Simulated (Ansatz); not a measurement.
Theory: DFT PBE, scalar-relativistic, plane waves, PAW (Ansatz 0.2.0). Settings: cutoff 420 eV, Γ-centred meshes spaced at most about 0.3 Å⁻¹ (2π included), Gaussian smearing. No spin polarisation in the final relaxations.

Temperature and zero-point effects are left out.

Two forms of Y2AlN3 were relaxed alike.

A.

```
CELL_PARAMETERS angstrom
5.61617 -3.13117 0.00000
5.61617 3.13117 0.00000
0.00000 0.00000 5.11778
ATOMIC_POSITIONS crystal
Y 0.47582 0.84173 0.95427
Y 0.15827 0.52418 0.95427
Y 0.52418 0.15827 0.45427
Y 0.84173 0.47582 0.45427
Al 0.84106 0.15894 0.98190
Al 0.15894 0.84106 0.48190
N 0.46542 0.83208 0.41595
N 0.16792 0.53458 0.41595
N 0.53458 0.16792 0.91595
N 0.83208 0.46542 0.91595
N 0.87739 0.12261 0.34968
N 0.12261 0.87739 0.84968
```

B.

```
CELL_PARAMETERS angstrom
3.31491 0.00000 0.00000
-1.65745 2.87080 0.00000
0.00000 0.00000 7.97758
ATOMIC_POSITIONS crystal
Y 0.33333 0.66667 0.68186
Y 0.66667 0.33333 0.31814
Al 0.00000 0.00000 0.00000
N 0.33333 0.66667 0.14008
N 0.66667 0.33333 0.85992
N 0.00000 0.00000 0.50000
```

Question: Which is lower in energy, and by how much?

Answer: A is lower, by 92 meV/atom. A has Y and Al ordered on wurtzite sites, space group Cmc2_1 (No. 36), 15.0 Å³/atom and a gap of 1.87 eV on its mesh; B has Y and Al ordered on rock salt sites, space group P-3m1 (No. 164), 12.7 Å³/atom and a gap of 0.51 eV. Counting N atoms around Al and Y (those within 1.25 times the shortest such distance or 1.15 times the sum of covalent radii; a plus sign parts nearer from farther groups), A has Y 4+1, Al 4 and B has Y 6, Al 6. The lower one is the more open, so pressure narrows the difference. In A, Y is surrounded by 4 N at 2.22–2.37 Å, 1 N at 2.76 Å, 1 Al at 3.16 Å, 2 Al at 3.38–3.48 Å and 5 Y at 3.38–3.57 Å; Al has 4 N at 1.89–1.97 Å, 2 Y at 3.16 Å, 2 Al at 3.24 Å, 1 N at 3.24 Å and 4 Y at 3.38–3.48 Å; around N on a site of symmetry 1 lie 1 Al at 1.97 Å, 3 Y at 2.30–2.37 Å and 1 Y at 2.76 Å; 1 more site not described. In B, Y is surrounded by 6 N at 2.38–2.40 Å and 3 Al at 3.18 Å; Al has 6 N at 2.22 Å and 6 Y at 3.18 Å; N on a site of symmetry 3m is surrounded by 3 Al at 2.22 Å and 3 Y at 2.38 Å; 1 more site not described. Origin: A is a Materials Project cell, relaxed; B was invented.

Kohn–Sham gaps at this level usually fall short of measured ones.
